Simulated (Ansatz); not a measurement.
Question: Each is relaxed and computed with DFT-r²SCAN in the program Ansatz with PAW potentials. Which is the only metal?
A) LaInO3, Pnma (La on 4c, In on 4b, O on 4c, O on 8d)
B) Nb2InC, P6_3/mmc (Nb on 4f, In on 2d, C on 2a)
C) SiC, zinc blende
D) Ba3In2O5F2, I4/mmm (Pearson symbol tI24)

Answer: B, Nb2InC, P6_3/mmc (Nb on 4f, In on 2d, C on 2a). Nb2InC: metal; Ba3In2O5F2: gap 2.42 eV (indirect); LaInO3: gap 3.50 eV (direct); SiC: gap 1.71 eV (indirect). Standing as an ambient phase not checked: Nb2InC, P6_3/mmc (Nb on 4f, In on 2d, C on 2a); Ba3In2O5F2, I4/mmm (Pearson symbol tI24); LaInO3, Pnma (La on 4c, In on 4b, O on 4c, O on 8d). All cells were relaxed under the symmetry of their starts (and spin orders); stability against distortions was not tested throughout. Rows with no word on spin ran without spin polarisation. Scalar-relativistic: spin–orbit coupling is off unless named, which matters more the heavier the elements.

Potentials: the later of the program's two PAW sets.
